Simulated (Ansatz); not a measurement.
Sb (A7 type, space group R-3m)

```
CELL_PARAMETERS angstrom
      2.16078     1.24753     3.67966
     -2.16078     1.24753     3.67966
      0.00000    -2.49506     3.67966
ATOMIC_POSITIONS crystal
  Sb 0.23639 0.23639 0.23639
  Sb 0.76361 0.76361 0.76361
```

Scan: atom 1 (Sb, nearest neighbour Sb at 2.932 Å; its periodic images, 4.3 Å or more away, move with it) is displaced along Cartesian x, direction (1.000, 0.000, 0.000) in Cartesian axes, by s. The other atoms stay.

Computed with PBE-D3(BJ) (plane waves to 420 eV, PAW, scalar-relativistic; Ansatz, an electronic-structure program). k mesh 11×11×11 (Γ-centred), Fermi-Dirac smearing 0.05 eV. Energies are smeared free energies. Stress and pressure are positive under compression. With partly filled bands, energies and forces of such displacements shift with the k mesh and the smearing. F∥ is the force on the atom along that direction. F⊥ is the part of the force across the line. Sb was relaxed with its symmetry unable to fall. Spin-orbit coupling is left out, though Sb is heavy. The PAW data are Ansatz's earlier set. ΔE is measured from the undisplaced structure.

| s (Å) | ΔE (meV/cell) | |F⊥| (eV/Å) | P (GPa) | F∥ (eV/Å) |
|---|---|---|---|---|
| -0.590 | 595 | 2.079 | 6.7 | 2.715 |
| -0.472 | 328 | 1.434 | 4.3 | 1.842 |
| -0.354 | 155 | 0.900 | 2.4 | 1.109 |
| -0.236 | 58 | 0.451 | 1.0 | 0.572 |
| -0.118 | 13 | 0.124 | 0.2 | 0.228 |
| 0.000 | 0 | 0.002 | 0.0 | 0.000 |
| 0.118 | 13 | 0.124 | 0.2 | -0.228 |
| 0.236 | 58 | 0.451 | 1.0 | -0.572 |
| 0.354 | 155 | 0.900 | 2.4 | -1.109 |
| 0.472 | 328 | 1.434 | 4.3 | -1.842 |
| 0.590 | 595 | 2.079 | 6.7 | -2.715 |

Read from the data:

The energy at s = 0.590 Å comes out as 595 meV/cell and the force along the line at s = -0.590 Å comes out as 2.72 eV/Å. The force constant k = d²E/ds² at s = 0 (finite differences) is 1.77 eV/Å². Symmetry of the curve: even: the same for both signs. Shape of the curve: a single well with its minimum at or next to zero displacement. Harmonic estimate at the end of the scan: ½ks² = 308 meV/cell against the computed 595 meV/cell, so the well is stiffer than harmonic there.

(A displaced cell: forces are minus the slopes of the energy, force constants its curvatures, and phonons follow from these.)
